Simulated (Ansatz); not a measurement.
Relaxed-ion elastic tensor of WC (zinc blende, F-43m) in GPa (Voigt order), the program Ansatz at the PBEsol level (PAW); density 12.85 g/cm³, 12.66 Å³ per atom.

```
 342   248   248   0.0   0.0   0.0
 248   342   248   0.0   0.0   0.0
 248   248   342   0.0   0.0   0.0
 0.0   0.0   0.0  17.7   0.0   0.0
 0.0   0.0   0.0   0.0  17.7   0.0
 0.0   0.0   0.0   0.0   0.0  17.7
```

Q: Is the crystal mechanically stable?

A: Yes: the smallest eigenvalue of C is 17.7 GPa.

Q: Work out the Voigt, Reuss and Hill averages.

A: K_V = 279, K_R = 279, K_H = 279; G_V = 29.5, G_R = 23.6, G_H = 26.5 GPa.

Q: Give Young's modulus, Poisson's ratio, Pugh's ratio and the universal anisotropy index.

A: E = 9KG/(3K + G) = 77.1 GPa; ν = 0.45; K/G = 10.53 (ductile by the Pugh limit of 1.75); A_U = 5G_V/G_R + K_V/K_R − 6 = 1.25.

Q: Estimate the sound speeds and the Debye temperature.

A: v_l = √((K + 4G/3)/ρ) = 4950 m/s, v_t = √(G/ρ) = 1440 m/s, mean 1640 m/s; Θ = (h/k)(3n/4πV)^(1/3) v_m = 209 K.

Q: Give the Zener ratio and Young's modulus along [100], [110] and [111].

A: A = 2C44/(C11 − C12) = 0.37; 1/E = S11 − 2(S11 − S12 − S44/2)Γ with Γ = 0, 1/4, 1/3 gives 134, 61.3, 51.9 GPa.

Q: Solve the Christoffel equation for the three sound speeds along [100], [110], [111].

A: Eigenvalues of C_ijkl n_j n_l equal ρv². In km/s, slowest first: [100] 1.17, 1.17, 5.16; [110] 1.17, 1.92, 4.93; [111] 1.71, 1.71, 4.85.

The start of the workflow was typed in or built on a structure type; neither database checked (COD, Materials Project) lists it. It is not the phase usual at ambient conditions (space group No. 187). Symmetry was held in the PBEsol relaxation; its stability against distortions is not shown here. The run is not spin-polarised. Its formation energy is positive at this level, so the cell may be metastable or incomplete. As this level gives no gap, shear constants depend on the k-mesh and smearing (Fermi–Dirac, 0.1 eV here). Spin–orbit coupling is left out wherever it is not named.

Potentials: the earlier of the program's two PAW sets. The files were generated under PBE; for other functionals the program regenerates the frozen cores, and for LDA and PBEsol the local potential too.
